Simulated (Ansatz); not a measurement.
**Electric field gradients in Bi2Te3**

```xyz
5
Lattice="2.1930 1.2661 10.1657 -2.1930 1.2661 10.1657 0.0000 -2.5323 10.1657" Properties=species:S:1:pos:R:3 pbc="T T T"
Bi    0.0000    0.0000   12.1988
Bi    0.0000    0.0000   18.2982
Te    0.0000    0.0000    0.0000
Te    0.0000    0.0000    6.3891
Te    0.0000    0.0000   24.1079
```

Atoms are numbered in the order listed.

The cell is COD entry 9011962, as deposited and not checked against the literature; nothing was relaxed.

Levels of theory: DFT, PBEsol, all-electron PAW with datasets made for the crystal, scalar-relativistic (Ansatz 0.2.0); DFT, PBEsol, PAW with Ansatz's default frozen-core files, scalar-relativistic (Ansatz 0.2.0).

For the crystal-made all-electron datasets (AE datasets): a Γ-centred 7×7×7 k mesh, Fermi–Dirac smearing of 0.08 eV, cutoff 240 eV (chosen by the program for this cell), no spin polarisation. PAW takes a cutoff of 420 eV at this cell (files made with PBE, cores remade for this functional). The Ansatz runs share mesh, smearing and spin set-up.

No spin–orbit coupling: at heavy atoms the gradients can be off by tens of per cent for that reason.

Vzz is the principal value of largest size of the traceless field-gradient tensor, in 10²¹ V/m², and η = (Vxx − Vyy)/Vzz with |Vzz| ≥ |Vyy| ≥ |Vxx|.

```json
{"site": "Bi1", "site symmetry": "3m", "Vzz (η), AE datasets": "2.30 (η = 0.00)", "Vzz (η), PAW": "2.33 (η = 0.00)"}
{"site": "Te3", "site symmetry": "-3m", "Vzz (η), AE datasets": "9.75 (η = 0.00)", "Vzz (η), PAW": "9.78 (η = 0.00)"}
{"site": "Te4", "site symmetry": "3m", "Vzz (η), AE datasets": "1.13 (η = 0.00)", "Vzz (η), PAW": "1.13 (η = 0.00)"}
```

Question: By the crystal-made datasets, how do the electrostatic potential and the contact density differ between Te3 and Te4?

Answer: At Te4 the potential is +0.19 V and the contact density +16.71 e/Å³ against Te3.
